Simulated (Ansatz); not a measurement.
A relaxation of cell and atoms of Mg₂CdS₃ on the sites of Li2HfO3 (No. 12) with the plane-wave code Ansatz, at the level PBEsol. The starting cell was estimated from covalent radii.

```yaml
crystal:
  lattice:
    - [6.29178238, -2.73613394, 0.0]
    - [6.29178238, 2.73613394, 0.0]
    - [-0.09028864, 0.0, 4.1859643]
  atoms:
    - { symbol: Mg, position: [0.65668828, 0.65668828, 0.50719207] }
    - { symbol: Mg, position: [0.34331172, 0.34331172, 0.49280793] }
    - { symbol: Cd, position: [0.0, 0.0, 0.0] }
    - { symbol: S, position: [0.85975771, 0.85975771, 0.49066989] }
    - { symbol: S, position: [0.5, 0.5, 0.0] }
    - { symbol: S, position: [0.14024229, 0.14024229, 0.50933011] }
kpoints:
  mp_grid: { grid: [4, 4, 6] }
hamiltonian:
  xc: pbesol
scf:
  occupations: { method: fermi_dirac, width: 0.03 }
relax:
  f_tol: 0.01
  cell: {}
  max_steps: 120
```

The trajectory has 15 recorded frames, each with positions in Å and forces in eV/Å. The last, and any step after a large change of cell, is solved on a basis re-selected at its cell; pressure is positive in compression.

Step 1: energy 0.0 meV/atom from step 1, largest force component 0.644 eV/Å, pressure -7.36 GPa
```xyz
6
Lattice="6.2918 -2.7361 0.0000 6.2918 2.7361 0.0000 -0.0903 0.0000 4.1860" Properties=species:S:1:pos:R:3:forces:R:3 pbc="T T T"
Mg    8.2177    0.0000    2.1231   -0.4950    0.0000   -0.0435
Mg    4.2756    0.0000    2.0629    0.4950    0.0000    0.0435
Cd    0.0000    0.0000    0.0000    0.0000    0.0000    0.0000
S    10.7745    0.0000    2.0539   -0.6443    0.0000    0.0259
S     6.2918    0.0000    0.0000    0.0000    0.0000    0.0000
S     1.7188    0.0000    2.1320    0.6443    0.0000   -0.0259
```

Step 2: energy -115.3 meV/atom from step 1, largest force component 0.101 eV/Å, pressure -2.29 GPa
```xyz
6
Lattice="5.9851 -2.6382 0.0001 5.9851 2.6382 0.0001 -0.0858 0.0000 4.0498" Properties=species:S:1:pos:R:3:forces:R:3 pbc="T T T"
Mg    7.6728    0.0000    2.0497    0.0062    0.0000   -0.0016
Mg    4.2117    0.0000    2.0004   -0.0062    0.0000    0.0016
Cd    0.0000    0.0000    0.0000    0.0000    0.0000    0.0000
S    10.1537    0.0000    1.9893   -0.1012    0.0000   -0.0033
S     5.9851    0.0000    0.0001    0.0000    0.0000    0.0000
S     1.7308    0.0000    2.0608    0.1012    0.0000    0.0033
```

Step 3: energy -121.5 meV/atom from step 1, largest force component 0.105 eV/Å, pressure +1.29 GPa
```xyz
6
Lattice="5.9101 -2.6136 -0.0016 5.9101 2.6136 -0.0016 -0.0859 0.0000 3.9043" Properties=species:S:1:pos:R:3:forces:R:3 pbc="T T T"
Mg    7.5681    0.0000    1.9771    0.0334    0.0000    0.0163
Mg    4.1663    0.0000    1.9239   -0.0334    0.0000   -0.0163
Cd    0.0000    0.0000    0.0000    0.0000    0.0000    0.0000
S    10.0074    0.0000    1.9103   -0.1055    0.0000   -0.0204
S     5.9101    0.0000   -0.0016    0.0000    0.0000    0.0000
S     1.7269    0.0000    1.9908    0.1055    0.0000    0.0204
```

Step 4: energy -123.2 meV/atom from step 1, largest force component 0.031 eV/Å, pressure -0.04 GPa
```xyz
6
Lattice="5.9264 -2.6309 -0.0071 5.9264 2.6309 -0.0071 -0.0897 0.0000 3.9408" Properties=species:S:1:pos:R:3:forces:R:3 pbc="T T T"
Mg    7.5863    0.0000    1.9914    0.0077    0.0000    0.0119
Mg    4.1768    0.0000    1.9353   -0.0077    0.0000   -0.0119
Cd    0.0000    0.0000    0.0000    0.0000    0.0000    0.0000
S    10.0258    0.0000    1.9156    0.0314    0.0000   -0.0144
S     5.9264    0.0000   -0.0071    0.0000    0.0000    0.0000
S     1.7373    0.0000    2.0111   -0.0314    0.0000    0.0144
```

Step 5: energy -124.7 meV/atom from step 1, largest force component 0.038 eV/Å, pressure +0.02 GPa
```xyz
6
Lattice="5.8806 -2.6501 -0.1085 5.8806 2.6501 -0.1085 -0.1566 0.0000 3.9289" Properties=species:S:1:pos:R:3:forces:R:3 pbc="T T T"
Mg    7.4918    0.0000    1.9052    0.0380    0.0000    0.0213
Mg    4.1128    0.0000    1.8066   -0.0380    0.0000   -0.0213
Cd    0.0000    0.0000    0.0000    0.0000    0.0000    0.0000
S     9.9148    0.0000    1.6728   -0.0113    0.0000   -0.0257
S     5.8806    0.0000   -0.1085    0.0000    0.0000    0.0000
S     1.6897    0.0000    2.0390    0.0113    0.0000    0.0257
```

Step 6: energy -125.3 meV/atom from step 1, largest force component 0.036 eV/Å, pressure -0.07 GPa
```xyz
6
Lattice="5.9038 -2.6458 -0.1273 5.9038 2.6458 -0.1273 -0.1694 0.0000 3.9192" Properties=species:S:1:pos:R:3:forces:R:3 pbc="T T T"
Mg    7.5241    0.0000    1.8841   -0.0126    0.0000    0.0256
Mg    4.1140    0.0000    1.7806    0.0126    0.0000   -0.0256
Cd    0.0000    0.0000    0.0000    0.0000    0.0000    0.0000
S     9.9456    0.0000    1.6258   -0.0040    0.0000   -0.0359
S     5.9038    0.0000   -0.1273    0.0000    0.0000    0.0000
S     1.6925    0.0000    2.0388    0.0040    0.0000    0.0359
```

Step 7: energy -129.4 meV/atom from step 1, largest force component 0.087 eV/Å, pressure -0.44 GPa
```xyz
6
Lattice="5.9620 -2.6265 -0.2655 5.9620 2.6265 -0.2655 -0.2622 0.0000 3.8933" Properties=species:S:1:pos:R:3:forces:R:3 pbc="T T T"
Mg    7.5768    0.0000    1.7592   -0.0617    0.0000    0.0407
Mg    4.0850    0.0000    1.6031    0.0617    0.0000   -0.0407
Cd    0.0000    0.0000    0.0000    0.0000    0.0000    0.0000
S     9.9877    0.0000    1.2987   -0.0574    0.0000   -0.0869
S     5.9620    0.0000   -0.2655    0.0000    0.0000    0.0000
S     1.6741    0.0000    2.0636    0.0574    0.0000    0.0869
```

Step 8: energy -138.7 meV/atom from step 1, largest force component 0.156 eV/Å, pressure -0.78 GPa
```xyz
6
Lattice="5.9921 -2.6109 -0.4267 5.9921 2.6109 -0.4267 -0.3699 0.0000 3.8576" Properties=species:S:1:pos:R:3:forces:R:3 pbc="T T T"
Mg    7.5831    0.0000    1.6085   -0.0161    0.0000    0.0846
Mg    4.0313    0.0000    1.3957    0.0161    0.0000   -0.0846
Cd    0.0000    0.0000    0.0000    0.0000    0.0000    0.0000
S     9.9675    0.0000    0.9147   -0.1555    0.0000   -0.1496
S     5.9921    0.0000   -0.4267    0.0000    0.0000    0.0000
S     1.6469    0.0000    2.0895    0.1555    0.0000    0.1496
```

Step 9: energy -163.7 meV/atom from step 1, largest force component 0.337 eV/Å, pressure -1.15 GPa
```xyz
6
Lattice="6.0281 -2.5912 -0.6565 6.0281 2.5912 -0.6565 -0.5233 0.0000 3.7870" Properties=species:S:1:pos:R:3:forces:R:3 pbc="T T T"
Mg    7.5904    0.0000    1.3788    0.1095    0.0000    0.2130
Mg    3.9424    0.0000    1.0952   -0.1095    0.0000   -0.2130
Cd    0.0000    0.0000    0.0000    0.0000    0.0000    0.0000
S     9.9219    0.0000    0.3624   -0.3375    0.0000   -0.2509
S     6.0281    0.0000   -0.6565    0.0000    0.0000    0.0000
S     1.6109    0.0000    2.1116    0.3375    0.0000    0.2509
```

Step 10: energy -206.1 meV/atom from step 1, largest force component 0.350 eV/Å, pressure -0.43 GPa
```xyz
6
Lattice="6.0092 -2.5820 -0.8735 6.0092 2.5820 -0.8735 -0.6674 0.0000 3.6964" Properties=species:S:1:pos:R:3:forces:R:3 pbc="T T T"
Mg    7.5396    0.0000    1.1575    0.1858    0.0000    0.3499
Mg    3.8114    0.0000    0.7919   -0.1858    0.0000   -0.3499
Cd    0.0000    0.0000    0.0000    0.0000    0.0000    0.0000
S     9.7732    0.0000   -0.1701   -0.3410    0.0000   -0.2842
S     6.0092    0.0000   -0.8735    0.0000    0.0000    0.0000
S     1.5778    0.0000    2.1195    0.3410    0.0000    0.2842
```

Step 11: energy -216.2 meV/atom from step 1, largest force component 0.347 eV/Å, pressure +1.74 GPa
```xyz
6
Lattice="5.8643 -2.6150 -0.9763 5.8643 2.6150 -0.9763 -0.7337 0.0000 3.6360" Properties=species:S:1:pos:R:3:forces:R:3 pbc="T T T"
Mg    7.3745    0.0000    1.1162   -0.3467    0.0000   -0.2252
Mg    3.6204    0.0000    0.5672    0.3467    0.0000    0.2252
Cd    0.0000    0.0000    0.0000    0.0000    0.0000    0.0000
S     9.4311    0.0000   -0.4608    0.3176    0.0000    0.3296
S     5.8643    0.0000   -0.9763    0.0000    0.0000    0.0000
S     1.5638    0.0000    2.1442   -0.3176    0.0000   -0.3296
```

Step 12: energy -230.4 meV/atom from step 1, largest force component 0.032 eV/Å, pressure +0.12 GPa
```xyz
6
Lattice="5.8125 -2.6315 -0.8544 5.8125 2.6315 -0.8544 -0.6519 0.0000 3.6700" Properties=species:S:1:pos:R:3:forces:R:3 pbc="T T T"
Mg    7.3013    0.0000    1.3066    0.0322    0.0000    0.0006
Mg    3.6718    0.0000    0.6547   -0.0322    0.0000   -0.0006
Cd    0.0000    0.0000    0.0000    0.0000    0.0000    0.0000
S     9.3973    0.0000   -0.2141    0.0152    0.0000    0.0057
S     5.8125    0.0000   -0.8544    0.0000    0.0000    0.0000
S     1.5758    0.0000    2.1754   -0.0152    0.0000   -0.0057
```

Step 13 (rejected): energy -230.4 meV/atom from step 1, largest force component 0.027 eV/Å, pressure +0.14 GPa
```xyz
6
Lattice="5.8357 -2.6309 -0.8484 5.8357 2.6309 -0.8484 -0.6482 0.0000 3.6554" Properties=species:S:1:pos:R:3:forces:R:3 pbc="T T T"
Mg    7.3426    0.0000    1.3052   -0.0094    0.0000   -0.0033
Mg    3.6807    0.0000    0.6534    0.0094    0.0000    0.0033
Cd    0.0000    0.0000    0.0000    0.0000    0.0000    0.0000
S     9.4427    0.0000   -0.2076   -0.0269    0.0000   -0.0040
S     5.8357    0.0000   -0.8484    0.0000    0.0000    0.0000
S     1.5806    0.0000    2.1662    0.0269    0.0000    0.0040
```

Step 14: energy -230.5 meV/atom from step 1, largest force component 0.008 eV/Å, pressure -0.01 GPa
```xyz
6
Lattice="5.8242 -2.6319 -0.8554 5.8242 2.6319 -0.8554 -0.6527 0.0000 3.6688" Properties=species:S:1:pos:R:3:forces:R:3 pbc="T T T"
Mg    7.3211    0.0000    1.3040    0.0076    0.0000   -0.0008
Mg    3.6746    0.0000    0.6539   -0.0076    0.0000    0.0008
Cd    0.0000    0.0000    0.0000    0.0000    0.0000    0.0000
S     9.4186    0.0000   -0.2162    0.0029    0.0000    0.0041
S     5.8242    0.0000   -0.8554    0.0000    0.0000    0.0000
S     1.5771    0.0000    2.1741   -0.0029    0.0000   -0.0041
```

Step 15: energy -230.2 meV/atom from step 1, largest force component 0.008 eV/Å, pressure -0.01 GPa
```xyz
6
Lattice="5.8242 -2.6319 -0.8554 5.8242 2.6319 -0.8554 -0.6527 0.0000 3.6688" Properties=species:S:1:pos:R:3:forces:R:3 pbc="T T T"
Mg    7.3211    0.0000    1.3040    0.0076    0.0000   -0.0008
Mg    3.6746    0.0000    0.6539   -0.0076    0.0000    0.0008
Cd    0.0000    0.0000    0.0000    0.0000    0.0000    0.0000
S     9.4186    0.0000   -0.2162    0.0028    0.0000    0.0041
S     5.8242    0.0000   -0.8554    0.0000    0.0000    0.0000
S     1.5771    0.0000    2.1741   -0.0028    0.0000   -0.0041
```

In 14 steps the volume changed by -24.0 %; between the first SCF and the last, each on a basis chosen for its cell, the energy fell by 230 meV an atom. At the end: the symmetry is Immm (No. 71, orthorhombic); a = 3.726 Å, b = 5.264 Å, c = 11.169 Å in the conventional setting, 18.26 Å³ an atom. Mg has 6 S at 2.59–2.63 Å; Cd has 6 S at 2.63–2.69 Å; S has 4 Mg at 2.59–2.63 Å and 2 Cd at 2.68–2.69 Å; S has 4 Mg at 2.63 Å and 2 Cd at 2.63 Å.

Run as `ansatz run input.yaml --threads 2 --pin off --max-ram 2211MiB --backend cpu --events-out ev --progress --plain --runs-dir out`.

Question: What wall time did it need on 2 threads of Arm Neoverse V1, on a shared host, and what peak of host memory did it reach?

Answer: About 65 s, with a peak of 0.49 GiB.

No spin polarisation. The prototype was imposed, so other structures may be more stable.
